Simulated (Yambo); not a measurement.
```
Cs2O
1.0
    2.05177     1.18459     6.88972
   -2.05177     1.18459     6.88972
    0.00000    -2.36918     6.88972
O Cs
1 2
Cartesian
  0.00000   0.00000   0.00000
  0.00000   0.00000   5.38204
  0.00000   0.00000  15.28711
```

Cs2O (space group R-3m, No. 166): mean Im ε in 1 eV windows above the direct gap of 2.23 eV, for different electron-hole kernels (Yambo, broadening 0.15 eV, PBEsol (pw.x of Quantum ESPRESSO, ONCV potentials, without SOC) bands; 6×6×6 mesh, 3 valence and 10 conduction bands, static screening with 49 bands and a 4 Ry block, scissor 0.68 eV, Tamm-Dancoff; field along x).

| window (eV) | independent quasiparticles | RPA (no attraction) | BSE |
|---|---|---|---|
| 2.2 to 3.2 | 2.3 | 2.1 | 5.0 |
| 3.2 to 4.2 | 3.9 | 3.8 | 3.1 |
| 4.2 to 5.2 | 2.8 | 2.6 | 2.1 |
| 5.2 to 6.2 | 2.0 | 1.9 | 1.9 |
| 6.2 to 7.2 | 1.7 | 1.6 | 1.7 |
| 7.2 to 8.2 | 1.9 | 1.8 | 0.9 |

This run doesn't resolve bound excitons or single peaks, so only averages are given, and they too depend on the mesh; weight that the attraction moves below the gap isn't listed. All transitions below 9.06 eV are in the band window. The scissor comes from a G0W0 run whose convergence isn't established.

Geometry relaxed with PBEsol.
